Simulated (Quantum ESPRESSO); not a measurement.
## Band energies of KBr at +1 % isotropic strain

```
CELL_PARAMETERS angstrom
      0.00000     3.30708     3.30708
      3.30708     0.00000     3.30708
      3.30708     3.30708     0.00000
ATOMIC_POSITIONS crystal
  K  0.00000 0.00000 0.00000
  Br 0.50000 0.50000 0.50000
```

PBEsol (Quantum ESPRESSO, PseudoDojo norm-conserving, 74 Ry, scalar-relativistic); path ΓXWKΓLUWLK,UX; energies in eV from the valence-band maximum.

```csv
k (1/Å),point,band 4,band 5,band 6,band 7,band 8,band 9,band 10,band 11
0.00,Γ,-11.17,-11.17,0.00,0.00,0.00,4.27,7.54,7.54
0.21,,-11.17,-11.13,-0.25,-0.04,-0.04,4.67,7.20,7.84
0.42,,-11.18,-11.09,-0.65,-0.14,-0.14,5.52,6.58,8.70
0.74,,-11.20,-11.19,-0.84,-0.26,-0.26,5.90,6.77,9.17
0.95,X,-11.20,-11.20,-0.82,-0.29,-0.29,5.76,7.07,9.31
1.31,,-11.22,-11.10,-0.69,-0.51,-0.49,6.67,7.93,7.94
1.42,W,-11.23,-11.08,-0.59,-0.59,-0.54,7.27,7.27,8.15
1.59,,-11.21,-11.09,-0.68,-0.63,-0.41,6.70,7.94,8.07
1.76,K,-11.19,-11.10,-0.70,-0.65,-0.33,6.48,8.03,8.32
1.86,,-11.19,-11.06,-0.79,-0.63,-0.35,6.81,7.96,8.42
2.16,,-11.17,-11.01,-0.90,-0.34,-0.30,6.46,7.25,8.63
2.37,,-11.17,-11.06,-0.63,-0.18,-0.16,5.51,7.18,8.04
2.67,,-11.17,-11.16,-0.06,-0.01,-0.01,4.37,7.49,7.57
2.77,Γ,-11.17,-11.17,0.00,0.00,0.00,4.27,7.54,7.54
2.87,,-11.17,-11.16,-0.06,-0.01,-0.01,4.37,7.50,7.58
3.08,,-11.17,-11.09,-0.45,-0.11,-0.11,5.07,7.36,7.94
3.39,,-11.17,-10.97,-1.05,-0.29,-0.29,6.21,7.77,8.99
3.59,L,-11.17,-10.94,-1.19,-0.33,-0.33,6.43,8.10,9.69
3.94,,-11.18,-11.03,-0.96,-0.50,-0.34,6.80,7.78,8.76
4.17,U,-11.19,-11.10,-0.70,-0.65,-0.33,6.48,8.03,8.32
4.40,,-11.22,-11.09,-0.65,-0.61,-0.45,6.87,7.72,8.10
4.51,W,-11.23,-11.08,-0.59,-0.59,-0.54,7.27,7.27,8.15
4.70,,-11.21,-11.06,-0.80,-0.55,-0.42,7.12,7.42,8.37
4.89,,-11.18,-11.00,-1.03,-0.44,-0.35,6.77,7.78,8.94
5.18,L,-11.17,-10.94,-1.19,-0.33,-0.33,6.43,8.10,9.69
5.35,,-11.18,-10.96,-1.13,-0.38,-0.34,6.56,7.99,9.36
5.51,,-11.18,-11.02,-0.98,-0.49,-0.34,6.79,7.78,8.81
5.76,K,-11.19,-11.10,-0.70,-0.65,-0.33,6.48,8.03,8.32
5.76,U,-11.19,-11.10,-0.70,-0.65,-0.33,6.48,8.03,8.32
5.85,,-11.20,-11.14,-0.76,-0.52,-0.32,6.20,7.64,8.64
6.10,X,-11.20,-11.20,-0.82,-0.29,-0.29,5.76,7.07,9.31
```

The PBEsol gap is direct, 4.27 eV at Γ.

Spin-orbit splittings are left out.

Geometry strained from the cell relaxed with PBEsol, atoms relaxed again.
